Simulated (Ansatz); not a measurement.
Candidates compared on computed values. At an interface, nitrogen moves towards the element that binds it most strongly. Formation energy per nitrogen atom ranks the binary nitrides, and the reference for it cancels in every difference.

β-Si3N4 serves as the reference. Reaction per N atom: the row's nitride plus the reference's other element gives the reference nitride plus the row's element.

Where the numbers come from (Ansatz, a plane-wave PAW program, with an older set of its potentials): ΔH_f: r²SCAN, 0 K, against the elements in the same set-up, no fitted corrections; the partner's electronegativity: pymatgen's element table.

No claim is made that these are known or stable phases: Ta2N (P-31m, hP9). Spin–orbit coupling is left out unless named. No other phase of the formula is at hand at the same level beside Ta2N (P-31m, hP9). ΔH_f counts from the lowest computed solid of each element, oxygen or nitrogen as a molecular crystal: Al (Fm-3m), Ga (Cmce), N (Pa-3), Si (Fd-3m), Ta (Im-3m).

```
crystal             ΔH_f (eV/atom)  atoms per N  electronegativity of the partner (Pauling)
------------------  --------------  -----------  ------------------------------------------
GaN (wurtzite)              −0.644        2.000                                        1.81
β-Si3N4, reference          −1.271        1.750                                        1.90
AlN (wurtzite)              −1.622        2.000                                        1.61
Ta2N (P-31m, hP9)           −1.031        3.000                                        1.50
```

The figures follow from the printed values by these rules: energy per N = ΔH_f × atoms per N; reaction energy = reference − row (positive: the row is not reduced).

Work out energy per N and reaction energy for GaN.


energy per N: −0.644 × 2.000 = −1.288 eV; reaction energy: (−2.224) − (−1.288) = −0.94 eV.

Which order results for reaction energy (most stable first)?

The same steps for every row:

```
crystal             energy per N (eV)  reaction energy (eV)
------------------  -----------------  --------------------
GaN (wurtzite)                 −1.288                 −0.94
β-Si3N4, reference             −2.224                  0.00
AlN (wurtzite)                 −3.244                  1.02
Ta2N (P-31m, hP9)              −3.093                  0.87
```

Ranking by reaction energy, most stable first: AlN (1.02 ± 0.084), Ta2N (P-31m, hP9) (0.87 ± 0.12), β-Si3N4 (0.00 ± 0.074), GaN (−0.94 ± 0.084). The ± follows from allowances picked for this note (ΔH_f 0.04 eV/atom, 0.025 eV on the figure itself), carried to first order and added in quadrature, each row's own inputs moving alone; ≈ joins neighbours closer than their two ± added in quadrature. At the edge of that rule, so that a last digit could turn the call: AlN and Ta2N (P-31m, hP9). On this figure 2 of 3 candidates do clearly better than the reference.

Not reduced by the reference's element: AlN, Ta2N (P-31m, hP9) (the elements of such rows can in turn scavenge nitrogen from β-Si3N4). Reduced: GaN.

Lower nitrides of the row's element, ternary and intermetallic products and entropy are ignored and can undo a positive result. Uncorrected formation energies carry the functional's error for the molecule, which cancels in the reaction energy. Phases over 50 meV/atom above the lowest one at hand were not drawn (by r²SCAN where it compared them, else by the largest value; a layered or molecular lowest phase counts only with a dispersion term); other phases could lie lower still. The rows are a sample and no shortlist: familiar crystals first, some related and some not, whatever their agreement with measurement; tables with many equal figures were not kept. Limits of the draw: ΔH_f under −0.1 eV/atom; for ΔH_f, runs without a dispersion term, no Mn, and elements whose lowest cell is their usual one. As a rule kept out of such tables: 4f compounds, open-shell compounds run without a Hubbard term, cells found unstable in the tests at hand, cells close to a higher symmetry, and runs set to a pressure or over 12 % in volume from the crystal's fullest run.
